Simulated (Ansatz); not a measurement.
CaP$_{3}$ in space group P-1 (No. 2; Ca on 2i, P on 2i, P on 2i, P on 2i) under volume change, the program Ansatz at the r²SCAN level (PAW), shape and atoms relaxed at each volume.

```tsv
V (Å³/atom)	E − E(relaxed) (meV/atom)	P (GPa)
18.443	32.8	6.28
19.051	13.7	3.84
19.659	3.2	1.75
20.267	0.0	0.00
20.874	2.9	-1.46
21.482	10.8	-2.68
22.090	22.7	-3.54
```

Question: What does a third-order Birch–Murnaghan fit give for V₀, B₀ and B′?

Answer: V₀ = 20.27 Å³/atom, B₀ = 52.3 GPa, B′ = 5.2.

The first step of the workflow began from a Materials Project structure, measured or hypothetical; the Crystallography Open Database copy checked does not list it. Its standing as an ambient phase is unchecked. Symmetry was held in the r²SCAN relaxation; whether a distortion lowers the energy is not shown.

Potentials: the later of the program's two PAW sets.
